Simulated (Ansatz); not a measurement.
# IrSe (rocksalt structure)

Computed with Ansatz (plane waves, PAW, 500 eV cutoff): r²SCAN, scalar-relativistic, no spin polarisation, Γ-centred 12×12×12 mesh, 0.05 eV Gaussian smearing; PAW files: Ansatz's generated set soft_2.

```yaml
crystal:
  lattice:
    - [0.00000, 2.57593, 2.57593]
    - [2.57593, 0.00000, 2.57593]
    - [2.57593, 2.57593, 0.00000]
  atoms:
    - { symbol: Ir, position: [0.50000, 0.50000, 0.50000] }
    - { symbol: Se, position: [0.00000, 0.00000, 0.00000] }
```

The structure was built from a prototype; whether the compound forms in it isn't claimed.

The cell above was scaled in volume, its shape and atoms being fixed by the lattice's symmetry. Energies are counted from the cell above.

| V (Å³/atom) | ΔE (meV/atom) | P (GPa) |
| --- | --- | --- |
| 16.41 | 15.9 | 7.8 |
| 16.75 | 3.8 | 3.6 |
| 17.09 | 0.0 | 0.0 |
| 17.43 | 3.5 | -3.2 |
| 17.78 | 13.5 | -6.1 |
| 18.29 | 39.1 | -9.8 |

Task: What do the points give for the equilibrium volume, the bulk modulus and its pressure derivative (third-order Birch–Murnaghan)?

Result: V0 = 17.09 Å³/atom, B0 = 172 GPa, B0′ = 5.1.

B0·V0 = 171.5 GPa × 17.09 Å³ = 18.30 eV/atom sets the scale: near the minimum ΔE ≈ ½ B0 V0 x², with x = V/V0 − 1, and a pressure of 1.7 GPa squeezes the volume by about 1 %. At the ends of the curve: x = −4.0 % predicts 14.6 meV/atom and the run gives 15.9; x = +7.0 % predicts 44.9 meV/atom and the run gives 39.1. The lopsidedness is anharmonic: atoms resist being pushed together more than being pulled apart.

For elements this heavy, spin–orbit coupling would shift levels and gaps; it isn't included here. The cell is a metal with an odd number of electrons, and spin polarisation wasn't tried.
